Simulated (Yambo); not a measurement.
```
CdBr2
1.0
    2.01112     1.16112     6.49051
   -2.01112     1.16112     6.49051
    0.00000    -2.32224     6.49051
Br Cd
2 1
Direct
  0.74691   0.74691   0.74691
  0.25309   0.25309   0.25309
  0.00000   0.00000   0.00000
```

CdBr2 (space group R-3m, No. 166): mean Im ε in 1 eV windows above the direct gap of 4.54 eV, for different electron-hole kernels (Yambo, broadening 0.15 eV, norm-conserving LDA (Quantum ESPRESSO, 102 Ry, scalar-relativistic) bands; 6×6×6 mesh, 6 valence and 5 conduction bands, static screening with 50 bands and a 4 Ry block, scissor 1.90 eV, Tamm-Dancoff; field along x).

```csv
window (eV),independent quasiparticles,BSE
4.5 to 5.5,0.9,4.5
5.5 to 6.5,2.5,7.4
6.5 to 7.5,5.9,5.9
7.5 to 8.5,7.0,2.7
8.5 to 9.5,3.7,3.0
9.5 to 10.5,4.2,3.3
```

This run doesn't resolve bound excitons or single peaks, so only averages are given, and they too depend on the mesh; weight that the attraction moves below the gap isn't listed. All transitions below 10.76 eV are in the band window. The scissor comes from a G0W0 run whose convergence isn't established.

Spin-orbit splittings are left out.

Geometry of the Materials Project entry, not relaxed at this level.

The distance between layers or molecules is the database entry's, not relaxed here. Functionals without dispersion can leave it too large, which widens gaps and weakens the response across layers: the numbers belong to this cell.
